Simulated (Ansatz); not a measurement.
Al2Pt:
```xyz
3
Lattice="0.0000 2.9730 2.9730 2.9730 0.0000 2.9730 2.9730 2.9730 0.0000" Properties=species:S:1:pos:R:3 pbc="T T T"
Pt     0.0000     0.0000     0.0000
Al     1.4865     1.4865     1.4865
Al     4.4595     4.4595     4.4595
```

Relaxed with PBE.

Q: Map the valence electron density (e/Å³), cut off at 0.8 on the plane through (0.000, 0.000, 0.000) spanned by u = [1, 0, 0] and v = [-1, 1, 1] in lattice vectors, from PBE in the plane-wave PAW code Ansatz.

A: x is the fraction of u, y of v (the angle between them is 90°; rows are the nearest grid lines); atoms in the plane: Pt at (0.00, 0.00), Al at (0.50, 0.25), Al at (0.50, 0.75).
```
|9999995322222235999999|
|9999995322222235999999|
|9999964332222334699999|
|9999754322112234579999|
|9986443321001233446899|
|2222222110000112222222|
|1111122100000012211111|
|1111111110000111111111|
|0000111111001111110000|
|0000001112222111000000|
|0000001112222111000000|
|0000000111221110000000|
|0000000111221110000000|
|0000001112222111000000|
|0000001112222111000000|
|0000111111001111110000|
|1111111110000111111111|
|1111122100000012211111|
|2222222110000112222222|
|9986443321001233446899|
|9999754322112234579999|
|9999964332222334699999|
|9999995322222235999999|
|9999995322222235999999|
```
Scale: ten equal steps from 0.023 (start of '0') to 0.800 (end of '9'), in the order '0123456789'; x runs from 0.000 to 1.00, y from 0.000 (bottom) to 1.00 (top).

The density is the valence pseudo-density with augmentation charge, so density and ELF within about 1 Å of a nucleus are not all-electron values.

Space group Fm-3m (fluorite or antifluorite type). The cell was relaxed with PBE under the symmetry of its start; phonons on a q-mesh show no instability. The run is not spin-polarised. Scalar-relativistic: spin–orbit coupling is off unless named, which matters more the heavier the elements.

Potentials: the later of the program's two PAW sets.
